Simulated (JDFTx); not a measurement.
System: WC(0001) (P-6m2 bulk; lattice of mp-1894, not re-optimised at this level), 1x1 cell of 5 atoms in 5 planes (W outermost, slab composition W3C2), area 7.37 Å² a face, 5.6 Å between the outermost planes in a cell 21.7 Å high; k mesh 8×8×1, Fermi width 0.01 Ha, no spin polarisation. Whether this polymorph is the ambient one wasn't checked.

Computed with JDFTx (a modified build): PBE, GBRV ultrasoft potentials, plane waves to 20/100 Ha. Liquid: linear PCM (GLSSA13), water, 1 M NaCl. The neutral cell holds 50 valence electrons and has two faces of 7.367 Å² each. Last filling lines of the neutral and of a charged run (μ in hartree, zero in the bulk liquid):

```
FillingsUpdate:  mu: -0.163596364  nElectrons: 50.000000
FillingsUpdate:  mu: -0.141117000  nElectrons: 50.088297
```

Worked example: both potentials, by the convention U = −μ/e − 4.44 V vs SHE, the surface charge density and the mean capacitance.

U_pzc = 0.16360 × 27.2114 − 4.44 = 0.01 V; U = 0.14112 × 27.2114 − 4.44 = -0.60 V. The cell has 0.0883 excess electrons, a net charge of -0.0883 e, shared by two faces: σ = -0.0883 e / (2 × 7.367 Å²) = -0.00599 e/Å² = -9.6 μC/cm² (1 e/Å² = 1602.18 μC/cm²). C = σ/(U − U_pzc) = -9.6/-0.61 ≈ 16 μF/cm².
